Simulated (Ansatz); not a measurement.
Mn₃Sn:
```cif
data_Mn6Sn2
_chemical_formula_sum 'Mn6 Sn2'
_space_group_name_H-M_alt 'P 1'
_space_group_IT_number 1
_cell_length_a 5.75375
_cell_length_b 5.75375
_cell_length_c 4.60260
_cell_angle_alpha 90.000
_cell_angle_beta 90.000
_cell_angle_gamma 120.000
loop_
_space_group_symop_operation_xyz
  'x, y, z'
loop_
_atom_site_label
_atom_site_type_symbol
_atom_site_fract_x
_atom_site_fract_y
_atom_site_fract_z
_atom_site_occupancy
Mn1 Mn 0.83671 0.67342 0.25000 1
Mn2 Mn 0.16329 0.83671 0.75000 1
Mn3 Mn 0.32658 0.16329 0.25000 1
Mn4 Mn 0.16329 0.32658 0.75000 1
Mn5 Mn 0.83671 0.16329 0.25000 1
Mn6 Mn 0.67342 0.83671 0.75000 1
Sn1 Sn 0.33333 0.66667 0.25000 1
Sn2 Sn 0.66667 0.33333 0.75000 1
```
Starting moments (μB, in the order of the atoms Mn Mn Mn Mn Mn Mn Sn Sn): 3.9 3.9 3.9 3.9 3.9 3.9 -0.4 -0.4.

Relaxed with r²SCAN.

### Question
Which orbitals make up the states near the Fermi level in plane-wave PAW r²SCAN (Ansatz code)?

### Answer
Within 0.5 eV of the Fermi level: Mn 3d 72 %, Sn 5p 11 %, Mn 4s 6 %, outside the projected shells 9 %. Projections are on Löwdin-orthogonalised atomic valence shells; empty p or d shells of many metals are not among them.

### Question
Tabulate the density of states.

### Answer
States/eV per cell of 8 atoms, in 0.25 eV bins, energy from the Fermi level.

```tsv
E (eV)	total	Mn 3d	Sn 5p	Mn 4s
-7.85	0.08	0.02	0.00	0.00
-7.60	0.00	0.00	0.00	0.00
-7.35	0.00	0.00	0.00	0.00
-7.10	0.00	0.00	0.00	0.00
-6.85	0.12	0.01	0.05	0.06
-6.60	0.35	0.03	0.13	0.17
-6.35	1.11	0.15	0.43	0.45
-6.10	2.08	0.37	0.85	0.72
-5.85	2.64	0.42	1.18	0.84
-5.60	3.36	0.91	1.39	0.83
-5.35	2.65	0.82	1.06	0.59
-5.10	2.50	0.80	1.03	0.51
-4.85	3.44	1.32	1.32	0.59
-4.60	5.30	2.82	1.48	0.79
-4.35	8.81	6.35	1.54	0.73
-4.10	8.27	6.26	1.25	0.56
-3.85	9.12	7.48	0.98	0.44
-3.60	13.54	11.55	1.08	0.54
-3.35	9.06	7.04	1.36	0.40
-3.10	12.00	10.02	1.41	0.30
-2.85	9.12	7.55	1.08	0.31
-2.60	10.79	9.19	1.05	0.34
-2.35	17.91	15.24	1.79	0.48
-2.10	15.70	13.52	1.22	0.53
-1.85	9.79	7.50	1.10	0.70
-1.60	9.03	7.87	0.50	0.38
-1.35	2.86	2.01	0.33	0.26
-1.10	2.82	1.81	0.46	0.26
-0.85	3.85	2.45	0.66	0.42
-0.60	4.73	3.15	0.64	0.45
-0.35	6.78	4.86	0.69	0.46
-0.10	7.07	5.26	0.67	0.41
0.15	5.04	3.59	0.65	0.29
0.40	4.30	3.05	0.61	0.22
0.65	5.81	4.46	0.58	0.22
0.90	8.62	7.11	0.58	0.23
1.15	6.18	4.97	0.54	0.18
1.40	3.59	2.68	0.37	0.20
1.65	5.47	4.23	0.35	0.38
1.90	6.47	5.05	0.30	0.46
2.15	9.81	8.05	0.37	0.54
2.40	10.03	8.38	0.38	0.50
2.65	11.55	9.81	0.50	0.53
2.90	8.26	7.01	0.33	0.43
3.15	5.84	4.27	0.37	0.60
3.40	8.03	6.17	0.50	0.75
3.65	8.85	6.15	0.84	0.90
3.90	5.98	3.17	0.84	1.02
4.15	2.98	1.04	0.53	0.73
4.40	3.92	1.20	0.56	1.04
4.65	3.57	1.02	0.59	0.87
```

Space group P6_3/mmc. The r²SCAN relaxation kept the symmetry of its start. The final state is ferromagnetic, chosen from 3 collinear starts compared on coarse meshes (ties went to the first, and starts can fall back to one state), not a proven ground state. The program gave a warning on the electronic state, which may not be the lowest. For itinerant 3d metals, meta-GGAs of the SCAN family and hybrids are commonly reported to give too large moments. Scalar-relativistic: spin–orbit coupling is off unless named, which matters more the heavier the elements.

Potentials: the later of the program's two PAW sets.
